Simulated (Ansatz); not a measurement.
CaHF, a known structure type with other elements, at an estimated volume

```
Ca H F
1.0
     3.35323    0.00000    0.00000
     0.00000    3.35323    0.00000
     0.00000    0.00000    6.87595
Ca H F
2 2 2
Direct
  0.00000 0.50000 0.14000
  0.50000 0.00000 0.86000
  0.00000 0.00000 0.00000
  0.50000 0.50000 0.00000
  0.00000 0.50000 0.67000
  0.50000 0.00000 0.33000
```

The numbers come from plane-wave PAW DFT (Ansatz): LDA, no spin polarisation, 420 eV, 8×8×4 Γ-centred k points, fermi-dirac occupations (width 0.0208 eV). Nothing was relaxed.

- Electronic structure: The gap is 4.14 eV, direct at the points sampled. A semilocal functional usually gives too small a gap.
- Charges: Bader charges in e: Ca +1.41, H -0.60, F -0.81. In the mean Ca gives up most and F takes most.
- Forces: The largest is on Ca1 (and as large on other atoms): 6.17 eV/Å, components (0.00, 0.00, 6.17). It makes 120° with the line to a nearest neighbour, H3 at 1.93 Å.
- Formation energy: -1.78 eV an atom against the elements' usual phases (free molecules for gases, crystals otherwise, with no correction for O₂ or N₂), so it is bound against them; other compounds may still compete. Relaxing would lower it.
- Contacts: Ca–H at 1.93 Å: least valence density 0.37 e/Å³ and ELF 0.23 there. F–Ca at 2.71 Å: least valence density 0.11 e/Å³ and ELF 0.04 there, a closed-shell (ionic or weak) contact. F–H at 2.82 Å: least valence density 0.08 e/Å³ and ELF 0.07 there, a closed-shell (ionic or weak) contact. Both are smooth PAW fields, read partly inside the augmentation spheres.
- Stress: The pressure is 6.2 GPa (compression positive), so with the atoms held at these fractions the cell would first expand; the forces are large, so a full relaxation may end otherwise. The principal stresses -1.0, 9.8, 9.8 GPa differ, so its shape would change too.

Origin: a known structure type with other elements, at an estimated volume, so it need not be a known compound. Caveats: atoms or cell far from equilibrium.
